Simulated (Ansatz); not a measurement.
## Ta₂O₅ (I4/mmm), frozen normal mode

These are results of Ansatz, DFT r2SCAN, scalar-relativistic, plane waves, PAW, not measurements. Cutoff 500 eV, Γ-centred 8×8×8 k-points, Gaussian smearing of 0.05 eV. Spin–orbit coupling is left out, which can shift energies with elements as heavy as these. No spin polarisation. Energies are free energies at this smearing, counted from the undisturbed cell; pressure is positive in compression.

The starting cell (relaxed at this level; it needn't be the usual structure):

```xyz
7
Lattice="-2.6236 2.6236 4.7757 2.6236 -2.6236 4.7757 2.6236 2.6236 -4.7757" Properties=species:S:1:pos:R:3 pbc="T T T"
Ta    0.0000    0.0000    1.8840
Ta    0.0000    0.0000    7.6674
O     0.0000    0.0000    0.0000
O    -1.3118    1.3118    2.3879
O     1.3118   -1.3118    2.3879
O     1.3118    1.3118   -2.3879
O     1.3118    1.3118    2.3879
```

A zone-centre mode of this cell is frozen in: each atom moves by x times its row below, so x is the largest displacement.
```
atom ux uy uz
 Ta1   0.015   0.044   0.000
 Ta2   0.015   0.044   0.000
  O3   0.009   0.025   0.000
  O4   0.664   0.007  -0.066
  O5   0.664   0.007   0.066
  O6  -0.843  -0.520   0.136
  O7  -0.843  -0.520  -0.136
```

```tsv
x (Å)	ΔE (meV/cell)
-0.3000	4016.8
-0.1500	814.7
0.0000	0.0
0.0375	47.0
0.0750	191.0
0.1125	441.8
0.1875	1330.4
0.2250	2014.9
0.2625	2898.6
```

Task: Predict the force along the mode (eV/Å) at each point.

Result:
| x (Å) | force along the mode (eV/Å) |
| --- | --- |
| -0.3000 | 33.30 |
| -0.1500 | 11.74 |
| 0.0000 | 0.00 |
| 0.0375 | -2.52 |
| 0.0750 | -5.21 |
| 0.1125 | -8.23 |
| 0.1875 | -15.88 |
| 0.2250 | -20.76 |
| 0.2625 | -26.52 |